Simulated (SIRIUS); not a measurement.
SIRIUS run on Pt (Fm-3m, 1 atom in the cell; from Materials Project mp-126, lattice scaled a little): self-consistent single point.

Level of theory: PBEsol, PseudoDojo 0.4 standard norm-conserving PBEsol (tails mended) pseudopotentials (plane waves; SIRIUS 7.12.0).

```
CELL_PARAMETERS angstrom
      0.00000     1.99839     1.99839
      1.99839     0.00000     1.99839
      1.99839     1.99839     0.00000
ATOMIC_POSITIONS crystal
  Pt 0.00000 0.00000 0.00000
```

Reference input (self-consistent single point, DFT, PBEsol, plane waves, PseudoDojo 0.4 standard norm-conserving PBEsol (tails mended) pseudopotentials): parameters.ngridk = 14 14 14; parameters.xc_functionals = [XC_GGA_X_PBE_SOL, XC_GGA_C_PBE_SOL]; parameters.gk_cutoff = 9.165 1/bohr; parameters.pw_cutoff = 18.331 1/bohr; parameters.smearing = cold; parameters.smearing_width = 0.00367493 Ha; potentials = PseudoDojo 0.4 standard norm-conserving PBEsol (tails mended) pseudopotentials; parameters.electronic_structure_method = pseudopotential; parameters.num_bands = 13; parameters.num_mag_dims = 0; parameters.num_dft_iter = 100; parameters.energy_tol = 1e-07 Ha. This run's input differs from it in these lines:

```diff
@@ -14,4 +14,4 @@
     "xc_functionals": ["XC_GGA_X_PBE_SOL", "XC_GGA_C_PBE_SOL"],
-    "gk_cutoff": 9.165,
-    "pw_cutoff": 18.331,
+    "gk_cutoff": 7.099,
+    "pw_cutoff": 14.199,
     "ngridk": [14, 14, 14],
```

The program printed (abridged):

```
[find] density tolerance         : 1e-06
[find] total energy tolerance    : 1e-07
[find] iter_solver_tol (initial) : 0.01
[find] iter_solver_tol (target)  : 1e-13
[find] num_dft_iter              : 100
Charges and magnetic moments
--------------------------------------------------------------------------------
total charge          : 18.000000
[find] | SCF iteration   0 out of 100|
[diagonalize] iterative solver tolerance (occupied, empty): 0.01 0.01
[diagonalize] average number of iterations: 4.51923
[find_efermi_generic] Newton iteration converged after 2 steps
[find] Charges and magnetic moments
[find] total charge          : 18.000000
[find] Energy
[find] smearing (-TS)                 :       0.00002165
[find] Total energy                   :    -130.50185610 (Ha),    -261.00371221 (Ry)
[find] Free energy (E-TS)             :    -130.50183446 (Ha),    -261.00366891 (Ry)
[find] band gap (eV)                  :       0.00000000
[find] Efermi                         :       0.83684990
[find] iteration : 0, RMS (target) : 1.3565e-01 (1.0000e-06) , energy difference (target) : -1.3050e+02 (1.0000e-07)
[find] bands are converged : true
[find] iterative solver converged : false
[find] | SCF iteration   1 out of 100|
[diagonalize] iterative solver tolerance (occupied, empty): 0.005 0.005
   [... lines left out ...]
[find] Charges and magnetic moments
[find] Free energy (E-TS)             :    -130.51328747 (Ha),    -261.02657494 (Ry)
[find] band gap (eV)                  :       0.00000000
[find] Efermi                         :       0.77791121
[find] Charges and magnetic moments
[find] Free energy (E-TS)             :    -130.51574900 (Ha),    -261.03149799 (Ry)
[find] band gap (eV)                  :       0.00000000
[find] Efermi                         :       0.79820427
[find] Charges and magnetic moments
[find] Free energy (E-TS)             :    -130.51579459 (Ha),    -261.03158918 (Ry)
   [... lines left out ...]
[find] Efermi                         :       0.79544256
[ground_state] === stress tensor components [kbar] ===
[ground_state] === stress_total ===
[ground_state]   676.871611    0.000000   -0.000000
[ground_state]     0.000000  676.871611   -0.000000
[ground_state]    -0.000000   -0.000000  676.871611
[ground_state] ==== total Forces in Ha/bohr =====
[ground_state] atom:    0, force:       0.0000000      0.0000000      0.0000000
```

The run converged in 10 iterations. SIRIUS prints the stress tensor with tension positive. Against the reference run the free energy goes up by 1.07 eV/atom and the pressure goes from -15.33 to -67.69 GPa.

This run is one point of a test of settings, so its values need not be converged; read them against the reference run alone. The structure comes from a collection of computed structures, made at another level of theory; the collection holds predicted forms beside known ones. Its lattice was then scaled.

Cost on one core: roughly 21 core-seconds.

The gap that the log prints is read on the run's mesh, which can miss the band edges or a crossing.

At a cut-down plane-wave cutoff the stress holds a Pulay term: a spurious tension from the incomplete basis, which lowers the pressure; energies, forces and gaps of such rows are unconverged too.

“Tails mended”: in these copies of the files the far tail of each local potential was reset to the Coulomb form.
